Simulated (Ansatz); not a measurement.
CrO$_{2}$ (rutile), relaxed with r²SCAN (Ansatz, a program for electronic structure, plane waves, PAW): a = b = 4.4042 Å, c = 2.9116 Å, α = β = γ = 90.00°.

| Property | Result |
|---|---|
| spin order and moments (μB) | ferromagnetic; net 0.67 per atom; largest site about 2.2 |

Problem. The same phase is relaxed and computed with HSE06 in the same code. What are the cell and these values now?

Solution. a = b = 4.3676 Å, c = 2.9226 Å, α = β = γ = 90.00°.

- spin order and moments (μB) = ferromagnetic; net 0.67 per atom; largest site about 2.2

Spin orders computed, not proven ground states: CrO2, rutile with r²SCAN ferromagnetic; CrO2, rutile with HSE06 ferromagnetic. All cells were relaxed under the symmetry of their starts (and spin orders); stability against distortions was not tested throughout. No Hubbard U is applied.

Potentials: the later of the program's two PAW sets.

Ansatz is a plane-wave DFT program.
